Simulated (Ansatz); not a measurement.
Calculated Mg-25 nuclear quadrupole resonance for Y2MgSe4

Cell: a computed structure from the Materials Project (it need not be an observed phase).

Space group I-42d (No. 122); a = 8.6072, c = 8.9390 Å.

| site | Wyckoff | site symmetry | x | y | z |
| --- | --- | --- | --- | --- | --- |
| Y | 8d | .2. | 0.1314 | 0.2500 | 0.6250 |
| Mg | 4a | -4.. | 0.0000 | 0.0000 | 0.0000 |
| Se | 16e | 1 | 0.0661 | 0.1958 | 0.3121 |

One atom of each set is listed; the run and its k-mesh use a cell of 14 atoms with edges of 7.55, 7.55, 7.55 Å.

All values are calculated (Ansatz; DFT, PBE, plane waves and PAW, scalar-relativistic, 420 eV cutoff, Γ-centred 5×5×5 k-points, Fermi–Dirac smearing 0.02 eV), not measured.

Mg-25: I = 5/2, Q = 199.4 mb (year-2017 value). Static lattice, zero field.

Question: The simulated lines lie at 1.38, 2.75 MHz. What are |C_Q|, η and |V_zz| at Mg?

Answer: For I = 5/2 and η = 0 the lines are 3|C_Q|/20 and twice that; η pulls their ratio below 2. Here |C_Q| = 9.18 MHz, η = 0.00 and |V_zz| = 1.90 × 10²¹ V/m². The calculation gives V_zz positive; the lines don't show the sign. The site has 4 Se at 2.74 Å; also 4 Se at 3.31 Å.

An axis of threefold or higher order runs through Mg, so V_zz lies along it and η is zero.

The run took 2 min of wall time (2 min of CPU time) and 0.87 GiB at its peak, on 1 thread of Arm Neoverse V2 (aarch64; 8 cores open to the job, memory cap 2.5 GiB, no GPU), a shared host with a load of 0.6 a core.
